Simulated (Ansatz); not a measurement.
AlPd₃N:
```
CELL_PARAMETERS angstrom
      4.07673     0.00000     0.00000
      0.00000     4.07673     0.00000
      0.00000     0.00000     4.07673
ATOMIC_POSITIONS crystal
  Al 0.00000 0.00000 0.00000
  Pd 0.00000 0.50000 0.50000
  Pd 0.50000 0.00000 0.50000
  Pd 0.50000 0.50000 0.00000
  N  0.50000 0.50000 0.50000
```

Relaxed with PBEsol. Special points in fractions of this cell's reciprocal vectors: Γ (0.000, 0.000, 0.000); X (0.000, 0.500, 0.000); M (0.500, 0.500, 0.000); R (0.500, 0.500, 0.500).

Q: List the band energies nearest the Fermi level at these points for DFT-PBEsol in the program Ansatz with PAW potentials.

A: In eV from the Fermi level; about four levels below and three above (degenerate sets whole), none deeper than 8.9 eV; points with the same levels are listed once.

```json
[
 {"k": "Γ", "below": "-1.36 -1.32 -1.32 -1.32", "above": "1.01 1.23 1.23 1.23"},
 {"k": "X", "below": "-2.26 -1.32 -1.22 -1.22", "above": "1.10 1.33 3.69 3.69"},
 {"k": "M", "below": "-1.74 -0.65 -0.65 -0.40", "above": "2.10 3.64 3.64"},
 {"k": "R", "below": "-2.27 -2.27 -2.27 -1.49 -1.49 -1.49", "above": "1.03 1.03 1.03"}
]
```

Space group Pm-3m (anti-perovskite). The start of the workflow was typed in or built on a structure type; neither database checked (COD, Materials Project) lists it. Its standing as an ambient phase is unchecked. The PBEsol relaxation kept the symmetry of its start. At this level the phase is dynamically unstable (imaginary phonons). The run is not spin-polarised. Scalar-relativistic: spin–orbit coupling is off unless named, which matters more the heavier the elements.

Potentials: the later of the program's two PAW sets.
